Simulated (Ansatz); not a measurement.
SiB2Mo5 in space group I4/mcm (No. 140; Si on 4a, B on 8h, Mo on 4c, Mo on 16l), PBEsol in the plane-wave PAW code Ansatz, all energies at zero smearing, with the estimated change up to a 700 eV cutoff added, with one set of potentials and settings (totals compare only within such a set). Cell of 16 atoms (2 Si, 4 B, 10 Mo): -50835.696 eV.

| element | reference phase | E (eV/atom) |
|---|---|---|
| Si | Fd-3m, 2 atoms in the cell | -621.4920 |
| B | R-3m, 12 atoms in the cell | -152.6698 |
| Mo | Im-3m, 1 atoms in the cell | -4897.4695 |

Formation energy per atom, worked out: (-50835.696 − 2×(-621.4920) − 4×(-152.6698) − 10×(-4897.4695))/16 = -0.459 eV/atom (-44 kJ per mol of atoms), at 0 K, without zero-point energy or fitted corrections.

The workflow started from a Materials Project entry (that database holds measured and hypothetical structures alike); the Crystallography Open Database files this formula in space group No. 140, but the cells were not matched. Its standing as an ambient phase is unchecked. The PBEsol relaxation kept the symmetry of its start; whether a distortion lowers the energy is not shown. The run is not spin-polarised. The references are the lowest solids computed at this level, not always the standard phases.

Potentials: the later of the program's two PAW sets.
